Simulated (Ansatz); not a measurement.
## BaAs₂Ru₂: do energies and stresses tell the same story?

Theory: DFT r2SCAN, scalar-relativistic, plane waves, PAW in Ansatz 0.2.0.

Cutoff 500 eV; k points 12×12×12 on the computed 5-atom cell (Γ-centred); Gaussian smearing, width 0.10 eV; no spin polarisation.

Relaxed cell: I4/mmm, a = 4.162 Å, b = 4.162 Å, c = 12.407 Å, α = 90.00°, β = 90.00°, γ = 90.00°, 5 atoms in the primitive cell. Whether it is the stable form of this composition wasn't checked.

Energies at zero smearing and pressures from the stress tensor, at volumes with shape and atoms relaxed:
```csv
V (Å³/atom),E − E(first) (meV/atom),P (GPa)
18.913,0.00,13.16
19.558,-44.56,9.09
20.203,-73.96,5.59
20.847,-90.25,2.57
21.492,-95.25,-0.01
22.137,-90.63,-2.23
22.782,-77.83,-4.10
23.641,-50.13,-6.17
```

**Question.** Check P = −dE/dV between neighbouring volumes, and get the bulk modulus from the pressures alone.

**Answer.** With 1 eV/Å³ = 160.2 GPa:
```tsv
middle V (Å³/atom)	−ΔE/ΔV (GPa)	mean P (GPa)
19.235	11.073	11.126
19.880	7.306	7.340
20.525	4.047	4.078
21.170	1.243	1.279
21.815	-1.148	-1.119
22.459	-3.181	-3.162
23.212	-5.163	-5.135
```

The two differ by 0.05 GPa at most. The mean of two end pressures misses the average over a step by about ΔV² P″/12, up to 0.05 GPa here; with that taken off 0.01 GPa remains. Around V = 21.492 Å³/atom, the two neighbours give B = −V ΔP/ΔV = 21.492 × 4.80 / 1.290 = 79.9 GPa, against B0 = 79.2 GPa from the Birch–Murnaghan fit of the energies.